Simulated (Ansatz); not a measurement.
Nb3Sn (A15, Cr3Si type)

```xyz
8
Lattice="5.3044 0.0000 0.0000 0.0000 5.3044 0.0000 0.0000 0.0000 5.3044" Properties=species:S:1:pos:R:3 pbc="T T T"
Nb     1.3261     0.0000     2.6522
Nb     3.9783     0.0000     2.6522
Nb     0.0000     2.6522     1.3261
Nb     0.0000     2.6522     3.9783
Nb     2.6522     1.3261     0.0000
Nb     2.6522     3.9783     0.0000
Sn     0.0000     0.0000     0.0000
Sn     2.6522     2.6522     2.6522
```

Equation-of-state scan: isotropic scaling of the cell above, V₀ being its volume. Symmetry pins the atoms to their sites.

Computed with r2SCAN (plane waves to 500 eV, PAW, scalar-relativistic; Ansatz, a program for electronic structure). k mesh 9×9×9 (Γ-centred), Fermi-Dirac smearing 0.05 eV. Compression counts positive. Nb3Sn is run without spin polarisation. Nb3Sn was relaxed with its symmetry unable to fall.

At one point of the scan the stress tensor (GPa) is:

```
  -16.4      0.0      0.0
    0.0    -16.4      0.0
    0.0      0.0    -16.4
```

Problem. Which point is it?
A) V/V₀ = 1.133
B) V/V₀ = 1.053
C) V/V₀ = 1.027
D) V/V₀ = 1.160

Solution. A, V/V₀ = 1.133

(Under strain, the slope of the energy per volume gives the stress and its curvature an elastic modulus.)
